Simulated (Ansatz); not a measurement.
## Tl: levels with and without spin–orbit coupling

```
CELL_PARAMETERS angstrom
3.45600 0.00000 0.00000
-1.72800 2.99298 0.00000
0.00000 0.00000 5.52500
ATOMIC_POSITIONS crystal
Tl 0.33333 0.66667 0.25000
Tl 0.66667 0.33333 0.75000
```

Atoms are numbered in the order listed.

Structure: COD 9008519, as refined from experiment and not relaxed.

All numbers are computed: DFT, PBE, all-electron LAPW, scalar-relativistic (Ansatz 0.2.0); DFT, PBE, all-electron LAPW, Dirac equation with spin-orbit coupling (Ansatz 0.2.0).

Numerical set-up: a Γ-centred 12×12×7 k mesh, Fermi–Dirac smearing of 0.03 eV, basis error target 0.5 meV/atom, no spin polarisation.

Levels between -8 and 5 eV, each run counted from its own valence-band top where it has a gap, else its Fermi level. Scalar levels are listed once for both spins; with the coupling every spinor state is counted. Levels near the edges of the range can cross them.

(1) At H (0.333, 0.333, 0.500) the scalar-relativistic levels are -4.14 (×2), -0.98 (×2), 0.14 (×2). What are they with spin–orbit coupling?

Results:

(1) -3.99 (×2), -3.96 (×2), -1.26 (×2), -0.83 (×2), -0.02 (×2), 0.57 (×2).
